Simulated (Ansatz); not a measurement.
InPd:
```xyz
2
Lattice="3.2145 0.0000 0.0000 0.0000 3.2145 0.0000 0.0000 0.0000 3.2145" Properties=species:S:1:pos:R:3 pbc="T T T"
In     0.0000     0.0000     0.0000
Pd     1.6073     1.6073     1.6073
```

Relaxed with LDA. Special points in fractions of this cell's reciprocal vectors: Γ (0.000, 0.000, 0.000); X (0.000, 0.500, 0.000); M (0.500, 0.500, 0.000); R (0.500, 0.500, 0.500).

### Question
List the band energies nearest the Fermi level at these points for LDA (plane waves, PAW; program Ansatz).

### Answer
In eV from the Fermi level; about four levels below and three above (degenerate sets whole), none deeper than 8.9 eV; points with the same levels are listed once.

```csv
k,below,above
Γ,-4.14 -4.14 -2.47 -2.47 -2.47,4.16 4.16 4.16
X,-3.56 -3.56 -2.56 -1.23,9.86 9.86 10.11
M,-2.90 -2.90 -2.61 -2.61 -1.84,1.58 2.53 9.61
R,-5.29 -5.29 -5.29 -1.79 -1.79 -0.14,3.82 3.82 3.82
```

Space group Pm-3m (CsCl type). The LDA relaxation kept the symmetry of its start; of distortions, only those at the zone centre were tested. No spin polarisation was allowed. Spin–orbit coupling is left out wherever it is not named.

Potentials: the later of the program's two PAW sets.
